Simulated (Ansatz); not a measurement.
# KMgF3: excitons and shallow donors from band masses and screening

These are results of Ansatz, DFT PBEsol, scalar-relativistic, plane waves, PAW, not measurements.

Settings: cutoff 420 eV, Γ-centred mesh 6×6×6 on the computed 5-atom cell, Gaussian smearing of 0.02 eV; no spin polarisation.

Relaxed cell: Pm-3m, a = 3.991 Å, b = 3.991 Å, c = 3.991 Å, α = 90.00°, β = 90.00°, γ = 90.00°, 5 atoms in the primitive cell. Whether it is the stable form of this composition wasn't checked.

The calculation gives a Kohn–Sham gap of 7.12 eV, an electron mass of 0.51 mₑ and a hole mass of 2.47 mₑ (harmonic means over x, y, z and over the bands degenerate at each edge), and ε∞ = 2.20 (independent particles, mean of the diagonal).

Q: Estimate the binding energy and radius of a Wannier–Mott exciton and of a shallow donor, and say whether the hydrogenic model can hold.

A: The reduced mass is μ = mₙmₕ/(mₙ + mₕ) = 0.423 mₑ, with mₙ and mₕ the band masses. With E_b = 13.606 eV × μ/ε² and a = 0.529 Å × ε/μ (μ in mₑ) the exciton has E_b = 1188 meV and a = 2.8 Å. For a donor μ is the electron mass: 1434 meV and 2.3 Å. The radius isn't large against the shortest lattice vector (3.99 Å), so the continuum picture is doubtful and the numbers are only a scale. In a polar crystal the ions screen too, so a state bound more weakly than an optical phonon feels the larger static constant, which lowers the energy and widens the orbit. The other way, the small Kohn–Sham gap and the missing local fields make ε∞ too large and the masses tend to be too light, which underbinds. The edges lie at different points of the zone, so the exciton is indirect.

Symmetry holds off the tilts and polar distortions that many cubic perovskites undergo.

Cost: 4 runs of about 1.1 core-minutes in all, on Intel Xeon Platinum 8375C (Ice Lake) (shared hosts).